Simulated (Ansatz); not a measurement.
A generated cell, not matched to a known phase here, of La2Te3: P-3m1 (No. 164), hP5; a = 5.1620 Å, b = 5.1620 Å, c = 8.1447 Å, α = 90.00°, β = 90.00°, γ = 120.00°; La 2d (0.333, 0.667, 0.234); Te 1a (0.000, 0.000, 0.000); Te 2d (0.667, 0.333, 0.358). Method: r2SCAN (plane waves to 500 eV, PAW, scalar-relativistic; Ansatz, an electronic-structure program). Element references, the lowest calculated here: Te (P3₁21), La (Pbcm, non-magnetic, not the ambient form).

Estimate the formation energy of this P-3m1 form of La2Te3 from the elements that r2SCAN returns for this input.

-1.76 eV/atom.

A lower structure of this composition may exist.

Static energies, no anion corrections, no zero-point energy. Values are rounded to 0.01 eV/atom. Not shown to be the ambient phase of their composition (a lower form may be missing, and a cell relaxed within its start's symmetry can be a saddle point): La2Te3 (P-3m1). Spin-orbit coupling is missing from these energies, which matters for elements this heavy. The compounds carry no spin polarisation.
